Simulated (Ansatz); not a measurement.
The relaxed structure here is a generated cell of TiTe2: the first start was made by placing the elements on the sites of a structure type, and the end was not matched to a known phase here, so it may be hypothetical. Known forms of TiTe2 include space group No. 164.

A relaxed structure of TiTe2. Computed with r2SCAN (plane waves to 500 eV, PAW, scalar-relativistic; Ansatz, a first-principles code).

```xyz
12
Lattice="6.8406 0.0000 0.0000 0.0000 6.8406 0.0000 0.0000 0.0000 6.8406" Properties=species:S:1:pos:R:3 pbc="T T T"
Ti     0.0000     0.0000     0.0000
Ti     3.4203     3.4203     0.0000
Ti     0.0000     3.4203     3.4203
Ti     3.4203     0.0000     3.4203
Te     2.4719     2.4719     2.4719
Te     5.8922     0.9483     4.3686
Te     4.3686     5.8922     0.9483
Te     0.9483     4.3686     5.8922
Te     4.3686     4.3686     4.3686
Te     0.9483     5.8922     2.4719
Te     2.4719     0.9483     5.8922
Te     5.8922     2.4719     0.9483
```

Determine the symmetry and give the standard cell with its independent sites.

Space group Pa-3 (No. 205); a = 6.841 Å, b = 6.841 Å, c = 6.841 Å, α = 90.00°, β = 90.00°, γ = 90.00°

```tsv
atom	site	symmetry	x	y	z
Ti	4a	.-3.	0.0000	0.0000	0.0000
Te	8c	.3.	0.3614	0.3614	0.3614
```

Give the shortest distances between elements (the closest pairs, up to four, under 3.6 Å).

Te–Ti 2.81 Å; Te–Te 3.29 Å.

```yaml
volume_per_atom: 26.67 Å³
band_gap: zero (metallic)
```

No spin polarisation in the result.

The run could not lose the symmetry of its start: the end is stationary, and may be a saddle point rather than a minimum.
